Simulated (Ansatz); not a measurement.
An Ansatz input:

```yaml
crystal:
  lattice:
    - [4.6538744582, 0.0, 0.0]
    - [-2.3269372291, 4.0303735069, 0.0]
    - [0.0, 0.0, 3.1051736948]
  atoms:
    - { symbol: Se, position: [1.0, 0.0, 0.0] }
    - { symbol: Se, position: [0.3333333333, 0.6666666667, 0.5] }
    - { symbol: Se, position: [0.6666666667, 0.3333333333, 0.5] }
hamiltonian:
  xc: lda
  pseudopotentials:
    kind: paw
    azcp:
      Se: "pseudopotentials/Se.paw.azcp"
basis:
  ecutwfc: 420
  fft_grid_basis: typed
kpoints:
  mp_grid: { grid: [10, 10, 13], shift: [0, 0, 0] }
magnetization:
  spin_polarized: false
scf:
  occupations: { method: fermi_dirac, width: 0.1 }
```

Output

```
Warning: the record states the generating functional pbe (its physics header spells it `PBE`), which answers neither for hamiltonian.xc's functional nor for the lda family's — results may be inconsistent (PPs are generated against a specific XC)
Engine: ansatz 0.2.0, x86_64-unknown-linux-gnu
Pseudopotentials: kind: paw
Pseudopotential: Se, paw, valence charge 16, recommended cutoff 420 eV (normal) 
Functional definition: SPW92
  exchange = slater_x
  correlation = pw_c
Crystal: 3 atoms, lattice volume = 58.243 Å³
Basis set: ecut = 420 eV, 1133 PW (Γ)
Bands: 28, of which v1, the nominal top of the filled ones, is band 24 counted from 1 (23 counted from 0)
Symmetry: 24 space group operations
Space group: P6/mmm (ITA 191), of the structure as read, at distance tolerance 3.9e-5 Å
k-points: 98 of 1300
Non-local potential: Se, projectors of the file, l = 0: 2, l = 1: 2, l = 2: 3, l = 3: 1
PAW form: soft (Blöchl's): semilocal exchange-correlation on the pseudo side does not see the compensation charge
PAW frozen core: Se, regenerated for the run's functional, and the local potential with it (the file was generated under x = pbe(κ = 0.804, μ = 0.2195149727645171), c = pbe(β = 0.06672455060314922))
PAW one-centre angular grid: Se, 590 points (default); XC on 64 Gauss nodes
Initial density: superposition of atomic densities (neutral atoms: chi_scale 0, normalization atom), corrected by the library's trained network
Initial wavefunctions: pseudopotential atomic-orbital guess
Functional: x = slater, c = lda
SCF iter   1: F=—  HF=-16148.358172 eV  |F-HF|=—  |Δ(HF+E_count)|=         —  Δρ=5.24e-3  dr2=1.29e-2  ethr=1.77e-3  ⟨swp⟩=5.3  Hψ=10566  notcnv=0
SCF iter   2: F=—  HF=-16148.355093 eV  |F-HF|=—  |Δ(HF+E_count)|=   3.08e-3  Δρ=3.16e-3  dr2=5.58e-3  ethr=2.70e-5  ⟨swp⟩=1.0  Hψ=3528  notcnv=0
SCF iter   3: F=—  HF=-16148.354069 eV  |F-HF|=—  |Δ(HF+E_count)|=   1.02e-3  Δρ=5.27e-4  dr2=3.66e-4  ethr=1.16e-5  ⟨swp⟩=2.0  Hψ=3104  notcnv=0
SCF iter   4: F=—  HF=-16148.353973 eV  |F-HF|=—  |Δ(HF+E_count)|=   9.65e-5  Δρ=2.39e-4  dr2=2.89e-5  ethr=7.62e-7  ⟨swp⟩=2.1  Hψ=3967  notcnv=0
SCF iter   5: F=—  HF=-16148.353964 eV  |F-HF|=—  |Δ(HF+E_count)|=   8.93e-6  Δρ=6.35e-5  dr2=5.09e-6  ethr=6.03e-8  ⟨swp⟩=2.2  Hψ=4436  notcnv=0
SCF iter   6: F=—  HF=-16148.353962 eV  |F-HF|=—  |Δ(HF+E_count)|=   1.36e-6  Δρ=2.84e-5  dr2=4.62e-7  ethr=1.06e-8  ⟨swp⟩=2.1  Hψ=4959  notcnv=0
SCF iter   7: F=-16148.353962 eV  HF=-16148.353962 eV  |F-HF|=4.79e-8  |Δ(HF+E_count)|=   2.03e-7  Δρ=4.55e-6  dr2=1.51e-8  ethr=2.08e-10  ⟨swp⟩=3.0  Hψ=7744  notcnv=0
SCF 1 converged in 7 iterations: F = -16148.353962 eV  dr2 = 1.51e-8
SCF converged after 7 iterations
Free energy (F): -16148.353962 eV
Harris-Foulkes:  -16148.353962 eV  (|F-HF|=4.79e-8)
Internal energy: -16148.285018 eV  (E = F + TS)
E sigma→0 (E₀):  -16148.319490 eV
Entropy (-TS):   -0.068944 eV (-22.981 meV/atom)
Fermi energy:    11.748307 eV
--- Per-component energies (eV) ---
  E_band       = -1015.789037
  E_kinetic    = 354.591684
  E_local      = -6117.872256  (includes V_loc(G=0)·N_el)
  E_nonlocal   = -1762.184257
  E_hartree    = 3085.202750
  E_xc         = -310.512025
  E_vxc        = -295.004919  (∫ρ·V_xc dr)
  E_paw        = -5483.749377  (= ΣΔE_a)
  E_vpaw       = 634.277946  (= ΣTr[D̂ρ^β])
  E_aug_tail   = -0.001812  (compensation charges beyond the density's cutoff)
  E_ewald      = -5920.411813
  E_core_change = 6.652087  (= ΣΔE_core)
  E_smearing   = -0.068944  (= −TS)
  E_closure    = -0.000000  (closes the sum)
  Σ components = -16148.353962   (vs F -16148.353962, Δ=0.00e0)
```

Command:

```sh
ansatz run input.yaml --threads 2 --pin off --max-ram 5120MiB --backend cpu --events-out ev --progress --plain --runs-dir out
```

On 2 threads of AMD EPYC 7R43 64-Core Processor (Zen 3) (shared host) this took about 3.6 s of wall time and 6.7 s of CPU time.
